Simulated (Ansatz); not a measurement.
HfSi:
Space group P-6m2 (No. 187); a = b = 3.125 Å, c = 4.304 Å, α = β = 90.00°, γ = 120.00°

```json
[
 {"atom": "Hf", "site": "1a", "symmetry": "-6m2", "x": "0.0000", "y": "0.0000", "z": "0.0000"},
 {"atom": "Si", "site": "1f", "symmetry": "-6m2", "x": "0.6667", "y": "0.3333", "z": "0.5000"}
]
```

This is the PBE-relaxed structure.

### Question
All from the program Ansatz at the PBE level (PAW), unless another level is named. Predict the electronic character.

### Answer
metallic (no gap).

### Question
Next, the density of states at the Fermi level?

### Answer
0.81 states/eV per atom (mean over ±0.08 eV).

### Question
Give the formation energy from the elements (no fitted shifts).

### Answer
-0.36 eV/atom.

A made-up cell: these elements were put on the sites of a structure type; neither database checked (COD, Materials Project) lists it. COD files the formula under space group No. 62, so this cell is another polymorph or a model. Whether it is the stable phase at ambient conditions was not checked. The PBE relaxation kept the symmetry of its start; whether a distortion lowers the energy is not shown. No spin polarisation was allowed. The references are the lowest solids computed at this level, not always the standard phases. Scalar-relativistic: spin–orbit coupling is off unless named, which matters more the heavier the elements.

Potentials: the later of the program's two PAW sets.
